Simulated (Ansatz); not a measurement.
Ca₂H₆Os:
```cif
data_H6Ca2Os
_chemical_formula_sum 'Ca2 H6 Os1'
_space_group_name_H-M_alt 'P 1'
_space_group_IT_number 1
_cell_length_a 5.10019
_cell_length_b 5.10019
_cell_length_c 5.10019
_cell_angle_alpha 60.000
_cell_angle_beta 60.000
_cell_angle_gamma 60.000
loop_
_space_group_symop_operation_xyz
  'x, y, z'
loop_
_atom_site_label
_atom_site_type_symbol
_atom_site_fract_x
_atom_site_fract_y
_atom_site_fract_z
_atom_site_occupancy
Ca1 Ca 0.25000 0.25000 0.25000 1
Ca2 Ca 0.75000 0.75000 0.75000 1
H1 H 0.76251 0.23749 0.23749 1
H2 H 0.23749 0.76251 0.76251 1
H3 H 0.23749 0.76251 0.23749 1
H4 H 0.76251 0.23749 0.76251 1
H5 H 0.23749 0.23749 0.76251 1
H6 H 0.76251 0.76251 0.23749 1
Os1 Os 0.00000 0.00000 0.00000 1
```

Relaxed with r²SCAN.

Q: Tabulate the valence density and the electron localisation function along the shortest Ca–Os contact (3.12 Å), r²SCAN (plane waves, PAW; program Ansatz).

A: 

| distance from Ca (Å) | density (e/Å³) | ELF |
|---|---|---|
| 0.31 | 5.71 | 0.82 |
| 0.47 | 4.16 | 0.85 |
| 0.62 | 2.46 | 0.84 |
| 0.78 | 1.19 | 0.76 |
| 0.94 | 0.51 | 0.46 |
| 1.09 | 0.24 | 0.12 |
| 1.25 | 0.16 | 0.06 |
| 1.41 | 0.15 | 0.14 |
| 1.56 | 0.19 | 0.30 |
| 1.72 | 0.26 | 0.38 |
| 1.87 | 0.37 | 0.39 |
| 2.03 | 0.60 | 0.40 |
| 2.19 | 1.09 | 0.50 |
| 2.34 | 2.33 | 0.66 |
| 2.50 | 4.43 | 0.75 |
| 2.65 | 6.61 | 0.74 |
| 2.81 | 7.81 | 0.59 |

The density is the valence pseudo-density with augmentation charge, so density and ELF within about 1 Å of a nucleus are not all-electron values.

Space group Fm-3m. The workflow started from a Materials Project entry (that database holds measured and hypothetical structures alike); the Crystallography Open Database copy checked does not list it. Its standing as an ambient phase is unchecked. The r²SCAN relaxation kept the symmetry of its start; its stability against distortions is not shown here. No spin polarisation was allowed. Scalar-relativistic: spin–orbit coupling is off unless named, which matters more the heavier the elements.

Potentials: the later of the program's two PAW sets.
